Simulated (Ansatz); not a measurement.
AgCl:
```xyz
2
Lattice="0.0000 2.7237 2.7237 2.7237 0.0000 2.7237 2.7237 2.7237 0.0000" Properties=species:S:1:pos:R:3 pbc="T T T"
Ag     2.7237     2.7237     2.7237
Cl     0.0000     0.0000     0.0000
```

Relaxed with PBEsol.

### Question
Decompose the optical modes at the zone centre into irreducible representations, and say which are infrared and Raman allowed.

### Answer
Point group m-3m: Γ_opt = T1u. Infrared: T1u. Raman: none.

### Question
Assign frequencies (DFPT, DFT-PBEsol in the program Ansatz with PAW potentials; without the LO–TO term).

### Answer
T1u 116 cm⁻¹.

Space group Fm-3m (rock salt). The cell was relaxed with PBEsol under the symmetry of its start; of distortions, only those at the zone centre were tested. The run is not spin-polarised.

Potentials: the later of the program's two PAW sets.
